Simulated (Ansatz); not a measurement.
Starting cell, TaN (rock salt):

```xyz
4
Lattice="0.0000 4.3746 4.3746 2.1873 0.0000 2.1873 2.1873 2.1873 0.0000" Properties=species:S:1:pos:R:3 pbc="T T T"
N      0.0000     0.0000     0.0000
N      0.0000     2.1873     2.1873
Ta     2.1873     2.1873     2.1873
Ta     2.1873     4.3746     4.3746
```

Scan: atom 1 (N, nearest neighbour Ta at 2.187 Å; its periodic images, 3.1 Å or more away, move with it) is displaced along Cartesian [110], direction (0.707, 0.707, 0.000) in Cartesian axes, by s. The other atoms stay.

These are PBEsol (plane waves to 420 eV, PAW, scalar-relativistic; Ansatz, a quantum-chemistry and plane-wave program) values and carry that method's errors. k mesh 15×15×15 (Γ-centred), Fermi-Dirac smearing 0.05 eV. E stands for the smeared free energy. Left out: 2 of 11 points, with atoms too close for the PAW data. With partly filled bands, energies and forces of such displacements shift with the k mesh and the smearing. Spin-orbit coupling is left out, though Ta is heavy. TaN is run without spin polarisation. TaN was relaxed with its symmetry unable to fall. The PAW data are Ansatz's earlier set. This is a high-temperature form of TaN. The zero of ΔE is the undisplaced structure.

### Question
Estimate the ΔE (meV/cell) for s (Å) = -0.528, -0.396, -0.264, -0.132, 0.132, 0.264, 0.396, 0.528.

### Answer
```json
[
 {"s (Å)": "-0.528", "ΔE (meV/cell)": "1725"},
 {"s (Å)": "-0.396", "ΔE (meV/cell)": "996"},
 {"s (Å)": "-0.264", "ΔE (meV/cell)": "451"},
 {"s (Å)": "-0.132", "ΔE (meV/cell)": "114"},
 {"s (Å)": "0.132", "ΔE (meV/cell)": "114"},
 {"s (Å)": "0.264", "ΔE (meV/cell)": "451"},
 {"s (Å)": "0.396", "ΔE (meV/cell)": "996"},
 {"s (Å)": "0.528", "ΔE (meV/cell)": "1725"}
]
```

(For displaced atoms, the force is minus the slope of the energy, and its curvature is a force constant, which sets phonon frequencies.)
